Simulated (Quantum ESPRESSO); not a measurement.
## Kohn-Sham bands of MoS₂ (P6₃/mmc, 2Ha stacking, metal over metal as in NbS2)

```yaml
crystal:
  lattice:
    - [3.18543, 0.00000, 0.00000]
    - [-1.59271, 2.75866, 0.00000]
    - [0.00000, 0.00000, 13.17839]
  atoms:
    - { symbol: Mo, position: [0.00000, 0.00000, 0.25000] }
    - { symbol: Mo, position: [0.00000, 0.00000, 0.75000] }
    - { symbol: S, position: [0.33333, 0.66667, 0.36774] }
    - { symbol: S, position: [0.66667, 0.33333, 0.63226] }
    - { symbol: S, position: [0.66667, 0.33333, 0.86774] }
    - { symbol: S, position: [0.33333, 0.66667, 0.13226] }
```

Structure: Materials Project mp-1018809, symmetrised, not relaxed again. COD (Crystallography Open Database) has the formula in 3 space groups, this one among them (matched by group alone). Computed values, not measurements, from PBEsol: Quantum ESPRESSO (norm-conserving PseudoDojo potentials, cutoff 64 Ry, no spin polarisation, no spin-orbit coupling) on a Γ-centred 6×6×4 mesh, then Wannier90. Density: 12×12×4 mesh, cold smearing 0.01 Ry. The cell is built of weakly bound layers, chains or molecules, whose nearest atoms lie 3.94 Å apart. Database cells relaxed without dispersion often hold them too far apart, which can enlarge gaps and weakens couplings between them; spacing and stacking were not compared with the measured crystal.

The lattice is scaled uniformly by ε, fractional positions fixed (axis ratios and free coordinates are held, so this isn't the response to pressure); Kohn-Sham values from pw.x, the row at -1.0 % withheld:

```tsv
ε (%)	gap (eV)	width of the top valence group (eV)	direct gap at Γ (eV)	direct gap at K (eV)
-2.0	1.148	6.886	2.325	1.795
-1.0	?	?	?	?
0.0	1.102	6.464	2.215	1.654
1.0	1.078	6.264	2.160	1.588
2.0	1.053	6.074	2.104	1.525
```

Q: Fit y = y₀ + bε + cε² to the rows at -2.0, 0 and 2.0 %, check it on the fourth row, and predict the withheld one.

A: 
- gap (eV): b = (1.053 − 1.148)/4 = -0.0237, c = (1.053 + 1.148 − 2×1.102)/8 = -0.00038. Check at 1.0 %: 1.078 for 1.078. Prediction 1.125; the run gives 1.125.
- width of the top valence group (eV): b = (6.074 − 6.886)/4 = -0.2030, c = (6.074 + 6.886 − 2×6.464)/8 = 0.00400. Check at 1.0 %: 6.265 for 6.264. Prediction 6.671; the run gives 6.671.
- direct gap at Γ (eV): b = (2.104 − 2.325)/4 = -0.0553, c = (2.104 + 2.325 − 2×2.215)/8 = -0.00012. Check at 1.0 %: 2.160 for 2.160. Prediction 2.270; the run gives 2.270.
- direct gap at K (eV): b = (1.525 − 1.795)/4 = -0.0675, c = (1.525 + 1.795 − 2×1.654)/8 = 0.00150. Check at 1.0 %: 1.588 for 1.588. Prediction 1.723; the run gives 1.723.
